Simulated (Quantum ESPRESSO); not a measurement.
```cif
data_Cu2I2
_chemical_formula_sum 'Cu2 I2'
_space_group_name_H-M_alt 'P 1'
_space_group_IT_number 1
_cell_length_a 4.01543
_cell_length_b 4.01543
_cell_length_c 6.21402
_cell_angle_alpha 90.000
_cell_angle_beta 90.000
_cell_angle_gamma 90.000
loop_
_space_group_symop_operation_xyz
  'x, y, z'
loop_
_atom_site_label
_atom_site_type_symbol
_atom_site_fract_x
_atom_site_fract_y
_atom_site_fract_z
_atom_site_occupancy
Cu1 Cu 0.50000 0.50000 0.00000 1
Cu2 Cu 0.00000 0.00000 0.00000 1
I1 I 0.50000 0.00000 0.27620 1
I2 I 0.00000 0.50000 0.72380 1
```

Cell and atoms were relaxed with PBE+D3(BJ) from Materials Project entry mp-22863, within its symmetry.

Q: What does PBEsol (Quantum ESPRESSO, PseudoDojo norm-conserving, 92 Ry, scalar-relativistic) give for the electronic structure near the Fermi level?

A: The PBEsol gap is direct, 1.39 eV at Γ. Without spin-orbit coupling, band edges of such heavy elements can be off by tenths of an eV. The filled Cu 3d shell has no Hubbard U; semilocal functionals place it too high.

This is not the ordinary phase of the substance; no match was found in the copy of COD used, and its stability was not checked.
